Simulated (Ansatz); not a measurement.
CaSe:
```xyz
2
Lattice="0.0000 2.9674 2.9674 2.9674 0.0000 2.9674 2.9674 2.9674 0.0000" Properties=species:S:1:pos:R:3 pbc="T T T"
Ca     0.0000     0.0000     0.0000
Se     2.9674     2.9674     2.9674
```

Relaxed with r²SCAN.

Question: Map the electron localisation function on the plane through (0.000, 0.000, 0.000) spanned by u = [1, 0, 0] and v = [0, 1, -1] in lattice vectors, from the program Ansatz at the r²SCAN level (PAW).

Answer: x is the fraction of u, y of v (the angle between them is 90°; rows are the nearest grid lines); atoms in the plane: Ca at (0.00, 0.00), Se at (0.50, 0.50).
```
y \ x   0.000  0.0952  0.190  0.286  0.381  0.476  0.524  0.619  0.714  0.810  0.905   1.00
------  -----  ------  -----  -----  -----  -----  -----  -----  -----  -----  -----  -----
1.00    0.720   0.848  0.777  0.062  0.037  0.068  0.068  0.037  0.062  0.777  0.848  0.720
0.905   0.848   0.866  0.641  0.046  0.186  0.371  0.371  0.186  0.046  0.641  0.866  0.848
0.857   0.859   0.830  0.350  0.070  0.477  0.642  0.642  0.477  0.070  0.350  0.830  0.859
0.762   0.414   0.190  0.076  0.551  0.790  0.798  0.798  0.790  0.551  0.076  0.190  0.414
0.714   0.064   0.045  0.220  0.750  0.809  0.805  0.805  0.809  0.750  0.220  0.045  0.064
0.619   0.037   0.186  0.708  0.809  0.769  0.578  0.578  0.769  0.809  0.708  0.186  0.037
0.524   0.068   0.371  0.765  0.805  0.577  0.106  0.106  0.577  0.805  0.765  0.371  0.068
0.476   0.068   0.371  0.765  0.805  0.577  0.106  0.106  0.577  0.805  0.765  0.371  0.068
0.381   0.037   0.186  0.708  0.809  0.769  0.578  0.578  0.769  0.809  0.708  0.186  0.037
0.286   0.064   0.045  0.220  0.750  0.809  0.805  0.805  0.809  0.750  0.220  0.045  0.064
0.238   0.414   0.190  0.076  0.551  0.790  0.798  0.798  0.790  0.551  0.076  0.190  0.414
0.143   0.859   0.830  0.350  0.070  0.477  0.642  0.642  0.477  0.070  0.350  0.830  0.859
0.0952  0.848   0.866  0.641  0.046  0.186  0.371  0.371  0.186  0.046  0.641  0.866  0.848
0.000   0.720   0.848  0.777  0.062  0.037  0.068  0.068  0.037  0.062  0.777  0.848  0.720
```

The density is the valence pseudo-density with augmentation charge, so density and ELF within about 1 Å of a nucleus are not all-electron values.

Space group Fm-3m (rock salt). Symmetry was held in the r²SCAN relaxation; phonons on a q-mesh show no instability.

Potentials: the later of the program's two PAW sets.
